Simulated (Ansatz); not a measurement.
Recipe of this trial structure of Ca2TiAlC6N6: cyanide-bridged rock-salt net of two metals, 2 guest cations a cell (Fm-3m, No. 225). Its size is a rough estimate.

```cif
data_structure
_symmetry_space_group_name_H-M 'Fm-3m'
_symmetry_Int_Tables_number 225
_cell_length_a 10.1500
_cell_length_b 10.1500
_cell_length_c 10.1500
_cell_angle_alpha 90.000
_cell_angle_beta 90.000
_cell_angle_gamma 90.000
_cell_volume 1045.68
loop_
_atom_site_label
_atom_site_type_symbol
_atom_site_symmetry_multiplicity
_atom_site_Wyckoff_symbol
_atom_site_fract_x
_atom_site_fract_y
_atom_site_fract_z
_atom_site_occupancy
Ca1 Ca 8 c 0.25000 0.75000 0.75000 1
Ti1 Ti 4 b 0.50000 0.00000 0.00000 1
Al1 Al 4 a 0.00000 0.00000 0.00000 1
C1 C 24 e 0.18473 0.00000 0.00000 1
N1 N 24 e 0.30000 0.00000 0.00000 1
```

Method: DFT PBE, scalar-relativistic, plane waves, PAW (Ansatz). Cutoff 420 eV, Gaussian smearing, Γ-centred meshes. Cell and atoms relax first on a coarse mesh and then on a finer one. In between, the cell is made exact in the group found at 0.06 Å. In metals the finer mesh still leaves noise of several meV/atom or more. The steps can't lower the symmetry of their start. Collinear spin, starting moments Ti 1.0 μB; they died out on the coarse mesh, so the last step has no spin.

A guess keeps its type if space group and coordination stay and the shape of the cell changes little (axis ratios within about 15 %, angles within 6°); the volume may change.

**Question.** Does this structure survive the relaxation?

**Answer.** It keeps its type. The symmetry stays Fm-3m (No. 225). The volume per atom grows by 11.7 %, from 16.3 to 18.3 Å³. The shortest distance goes from 1.17 Å (C–N) to 1.19 Å (C–N). Counting neighbours within 15 % of an atom's shortest distance, the start has Al 6, C 1, Ca 24, N 1, Ti 6 and the end Al 6, C 1, Ca 24, N 1, Ti 6.

Formation energies are uncorrected and refer to the elements' standard structures at the same level (N₂ as a molecule).

**Question.** At what energy does it end?

**Answer.** +0.15 eV/atom. It can't be a ground state, since the elements alone are lower.

The last run used a 6×6×6 mesh for its 16-atom cell and Gaussian smearing of 0.10 eV. The reference form of C is held partly by dispersion forces, which this level lacks. Symmetry constrained the relaxation, so the result can be a saddle point.
